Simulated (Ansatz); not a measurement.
Relaxed-ion elastic tensor of RbCl (rock salt, Fm-3m) in GPa (Voigt order), PBE (plane waves, PAW; program Ansatz); density 2.67 g/cm³, 37.58 Å³ per atom.

```csv
,1,2,3,4,5,6
1,31.7,5.4,5.4,0.0,0.0,0.0
2,5.4,31.7,5.4,0.0,0.0,0.0
3,5.4,5.4,31.7,0.0,0.0,0.0
4,0.0,0.0,0.0,5.3,0.0,0.0
5,0.0,0.0,0.0,0.0,5.3,0.0
6,0.0,0.0,0.0,0.0,0.0,5.3
```

### Question
Is the crystal mechanically stable?

### Answer
Yes: the smallest eigenvalue of C is 5.3 GPa.

### Question
Work out the Voigt, Reuss and Hill averages.

### Answer
K_V = 14.2, K_R = 14.2, K_H = 14.2; G_V = 8.4, G_R = 6.9, G_H = 7.7 GPa.

### Question
Give Young's modulus, Poisson's ratio, Pugh's ratio and the universal anisotropy index.

### Answer
E = 9KG/(3K + G) = 19.5 GPa; ν = 0.27; K/G = 1.85 (ductile by the Pugh limit of 1.75); A_U = 5G_V/G_R + K_V/K_R − 6 = 1.08.

### Question
Estimate the sound speeds and the Debye temperature.

### Answer
v_l = √((K + 4G/3)/ρ) = 3020 m/s, v_t = √(G/ρ) = 1690 m/s, mean 1880 m/s; Θ = (h/k)(3n/4πV)^(1/3) v_m = 168 K.

### Question
Give the Zener ratio and Young's modulus along [100], [110] and [111].

### Answer
A = 2C44/(C11 − C12) = 0.40; 1/E = S11 − 2(S11 − S12 − S44/2)Γ with Γ = 0, 1/4, 1/3 gives 30.1, 16.2, 14.0 GPa.

Symmetry was held in the PBE relaxation; phonons on a q-mesh show no instability.

Potentials: the later of the program's two PAW sets.
